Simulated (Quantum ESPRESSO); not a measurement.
Band energies of PbSe

```
CELL_PARAMETERS angstrom
      0.00000     3.04822     3.04822
      3.04822     0.00000     3.04822
      3.04822     3.04822     0.00000
ATOMIC_POSITIONS crystal
  Se 0.50000 0.50000 0.50000
  Pb 0.00000 0.00000 0.00000
```

norm-conserving PBE (Quantum ESPRESSO, 86 Ry, no spin-orbit coupling); path ΓXWKΓLUWLK,UX; energies in eV from the valence-band maximum.

| k (1/Å) | point | band 11 | band 12 | band 13 | band 14 | band 15 | band 16 | band 17 | band 18 |
|---|---|---|---|---|---|---|---|---|---|
| 0.00 | Γ | -13.71 | -6.30 | -1.94 | -1.94 | -1.94 | 4.72 | 4.72 | 4.72 |
| 0.57 |  | -12.96 | -7.50 | -2.80 | -2.80 | -2.20 | 2.87 | 4.32 | 4.87 |
| 1.03 | X | -12.23 | -7.42 | -5.10 | -3.32 | -3.32 | 3.64 | 5.64 | 5.64 |
| 1.16 |  | -12.22 | -7.54 | -5.04 | -3.41 | -3.04 | 3.76 | 5.07 | 5.77 |
| 1.55 | W | -12.20 | -8.08 | -4.33 | -4.33 | -0.83 | 1.87 | 4.94 | 4.94 |
| 1.79 |  | -12.23 | -8.09 | -4.64 | -3.39 | -1.82 | 2.88 | 4.28 | 5.39 |
| 1.91 | K | -12.24 | -8.10 | -4.68 | -2.81 | -2.46 | 3.38 | 4.02 | 5.46 |
| 2.31 |  | -12.73 | -8.24 | -3.49 | -1.59 | -0.66 | 1.24 | 2.08 | 4.37 |
| 2.80 |  | -13.61 | -6.63 | -2.09 | -1.83 | -1.62 | 3.67 | 3.97 | 4.52 |
| 3.00 | Γ | -13.71 | -6.30 | -1.94 | -1.94 | -1.94 | 4.72 | 4.72 | 4.72 |
| 3.30 |  | -13.50 | -6.99 | -1.87 | -1.87 | -1.47 | 3.12 | 3.65 | 3.65 |
| 3.80 |  | -12.67 | -8.80 | -1.54 | -1.54 | -0.19 | 0.49 | 1.73 | 1.73 |
| 3.90 | L | -12.62 | -8.89 | -1.53 | -1.53 | 0.00 | 0.25 | 1.66 | 1.66 |
| 4.32 |  | -12.37 | -8.45 | -3.92 | -2.37 | -1.83 | 2.44 | 3.09 | 4.65 |
| 4.53 | U | -12.24 | -8.10 | -4.68 | -2.81 | -2.46 | 3.38 | 4.02 | 5.46 |
| 4.89 | W | -12.20 | -8.08 | -4.33 | -4.33 | -0.83 | 1.87 | 4.94 | 4.94 |
| 5.35 |  | -12.49 | -8.69 | -2.83 | -2.37 | -0.80 | 1.14 | 2.71 | 3.46 |
| 5.62 | L | -12.62 | -8.89 | -1.53 | -1.53 | 0.00 | 0.25 | 1.66 | 1.66 |
| 5.80 |  | -12.56 | -8.80 | -2.33 | -1.76 | -0.74 | 0.96 | 2.01 | 2.74 |
| 6.25 | K | -12.24 | -8.10 | -4.68 | -2.81 | -2.46 | 3.38 | 4.02 | 5.46 |
| 6.25 | U | -12.24 | -8.10 | -4.68 | -2.81 | -2.46 | 3.38 | 4.02 | 5.46 |
| 6.62 | X | -12.23 | -7.42 | -5.10 | -3.32 | -3.32 | 3.64 | 5.64 | 5.64 |

The PBE gap is direct, 0.25 eV at L.

Spin-orbit coupling is left out; with 6p states at a band edge it can lower the gap by many tenths of an eV, most of a small gap. So small a PBE gap in heavy elements may be inverted, where one-shot corrections to single bands mislead.

Geometry relaxed with PBEsol.
